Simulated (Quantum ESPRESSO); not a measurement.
# Where does Si sit best among Ge sites?

These are calculations, not measurements. They come from pw.x of Quantum ESPRESSO 7.5, a plane-wave density functional program, with PseudoDojo standard norm-conserving files (v0.5 for PBE, v0.4.1 for LDA and PBEsol). The cells are made up: elements, strain and atom displacements were drawn at random, and nothing was relaxed. There is no spin polarisation, spin-orbit coupling or dispersion term.

The cell has 8 sites of a zincblende or diamond lattice. Sites 1 to 4 hold Ge Ge Ge Ge; sites 5 to 8 hold X X X X. Cell vectors in Å: (6.047, -0.041, 0.056); (-0.041, 5.921, 0.002); (0.056, 0.002, 5.953). Settings: PBE, cutoff 1061 eV, 6 x 6 x 6 k mesh shifted by half a step, Fermi-Dirac smearing of 0.1 eV.

In each run one of the sites marked X holds Si and the others hold Ge; cell and positions stay the same. E is the free energy of the cell.

```
site of the guest  first shell  mean distance (Å)  E above the lowest (eV)  P (GPa)  force on the guest (eV/Å)
                5          Ge4              2.623                    0.099    -5.62                      0.406
                6          Ge4              2.597                    0.061    -5.66                      0.680
                7          Ge4              2.580                    0.041    -5.68                      0.427
                8          Ge4              2.551                    0.000    -5.72                      0.271
```

A rerun of one of these cells at 1347 eV and k mesh 8 x 8 x 8 moved values by no more than 0.003 eV in the cell's energy, 0.02 GPa in stress and 0.005 eV/Å in force.

## Reading the table

Site 8 is lowest, by 0.041 eV, over three times the rerun's bound. A straight line of energy against the mean distance has a slope of 1.4 ± 0.1 eV/Å, so the guest costs less on the tighter sites. The positions are random and not relaxed, so the differences hold for this frozen cell and are not site preferences of a real crystal.